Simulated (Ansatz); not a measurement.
The start is a relaxed Bi cell displaced along its unstable phonon at q = (½, ½, ½) of its primitive reciprocal cell (130i cm⁻¹), largest move 0.15 Å. The cell and all atomic positions are relaxed at zero pressure with r2SCAN (plane waves to 500 eV, PAW, scalar-relativistic; Ansatz, a first-principles code). First-step values are on the input's coarse k-mesh.

Ansatz input (later rounds restart from its end on a renewed k-mesh):
Ansatz 0.2 input:
```yaml
crystal:
  lattice:
    - [6.5071666196, 0, 0]
    - [3.2535833098, 3.2535833098, 0]
    - [3.2535833098, 0, 3.2535833098]
  atoms:
    - { symbol: Bi, position: [0.0230515075, 0, -0.046103015] }
    - { symbol: Bi, position: [0.4769484925, 0, 0.046103015] }
basis: { ecutwfc: 500, ecutrho_ratio: 4, xc_grid: 4, fft_grid_basis: typed }
kpoints: { mp_grid: { grid: [10, 10, 10] } }
hamiltonian:
  xc: r2scan
  dispersion: none
  pseudopotentials: { azcp: { folder: ./paw }, kind: paw }
scf: { occupations: { method: fermi_dirac, width: 0.05 } }
relax: { f_tol: 0.01, max_steps: 100, cell: { stress_tol: 0.02 } }
output: { forces: true, stress: true }
```

- Largest initial force: 0.15 eV/Å, on Bi1, Bi2 (atoms numbered as listed)
- Volume change: +4.7 %, from 34.44 to 36.07 Å³/atom
- Relative to the parent: It does not go back: it reaches I4/mmm (No. 139), 0.04 eV/atom below the parent
- Shortest distances (start → end): The closest pairs of elements (up to four, under 3.6 Å), start → end: Bi–Bi 2.95 → 3.00 Å
- Band gap at the end: no gap on the sampled points, where the bands overlap only slightly; such a result is sensitive to mesh and level
- Optimiser moves: 7

Final structure:

```cif
data_Bi4
_chemical_formula_sum 'Bi4'
_space_group_name_H-M_alt 'I4/mmm'
_space_group_IT_number 139
_space_group_name_Hall '-I 4 2'
_cell_length_a 4.58288
_cell_length_b 4.58288
_cell_length_c 6.86945
_cell_angle_alpha 90.000
_cell_angle_beta 90.000
_cell_angle_gamma 90.000
loop_
_atom_site_label
_atom_site_type_symbol
_atom_site_symmetry_multiplicity
_atom_site_Wyckoff_symbol
_atom_site_fract_x
_atom_site_fract_y
_atom_site_fract_z
_atom_site_occupancy
Bi1 Bi 4 e 0.00000 0.00000 0.28171 1
```
(The calculation used a cell of 2 atoms; values per cell refer to that cell.)

Final values are on a 14×14×14 k-mesh of the relaxed cell. No spin polarisation in the result.

The run could not lose the symmetry of its start, so the end can be a saddle point.

The relaxed structure here is a generated cell of Bi: the first start was made by placing the elements on the sites of a structure type, and the end was not matched to a known phase here, so it may be hypothetical. Known forms of Bi include space group No. 166.
